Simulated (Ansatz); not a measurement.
## Structure relaxation, Te2Mo

The start is a generated trial cell of Te2Mo in the baddeleyite structure type. The structure is fully relaxed (lattice and positions, P = 0) with r2SCAN (plane waves to 500 eV, PAW, scalar-relativistic; Ansatz, a first-principles code). The first steps use a coarse 3×3×3 k-mesh.

The start:
```
Te2Mo
1.0
    7.16906     0.00000     0.00000
    0.00000     7.25410     0.00000
   -1.18714     0.00000     7.30540
Mo Te
4 8
Direct
  0.27540   0.03950   0.20830
  0.72460   0.53950   0.29170
  0.72460   0.96050   0.79170
  0.27540   0.46050   0.70830
  0.07000   0.33170   0.34470
  0.93000   0.83170   0.15530
  0.93000   0.66830   0.65530
  0.07000   0.16830   0.84470
  0.44960   0.75690   0.47920
  0.55040   0.25690   0.02080
  0.55040   0.24310   0.52080
  0.44960   0.74310   0.97920
```

```yaml
initial_pressure: "-12 GPa (negative: the cell is under tension)"
largest_initial_force: about 0.8 eV/Å, on Mo1, Mo2, Mo3, Mo4 (atoms numbered as listed)
outcome: The space group stays P2₁/c (No. 14) (the run could not lower it), with 12 atoms in the primitive cell
volume_change: -21.9 %, from 31.66 to 24.74 Å³/atom
Shortest distances (start → end): "The closest pairs of elements (up to four, under 3.6 Å), start → end: Mo–Te 2.86 → 2.72 Å; Te–Te 3.54 → 3.17 Å"
optimiser_moves: 18
```

Final values are on a 6×6×5 k-mesh of the relaxed cell. No spin polarisation in the result.

The run could not lose the symmetry of its start: the end is stationary, and may be a saddle point rather than a minimum.

The relaxed structure here is a generated cell of Te2Mo: the first start was made by placing the elements on the sites of a structure type, and the end was not matched to a known phase here, so it may be hypothetical. Known forms of Te2Mo include space group No. 194.
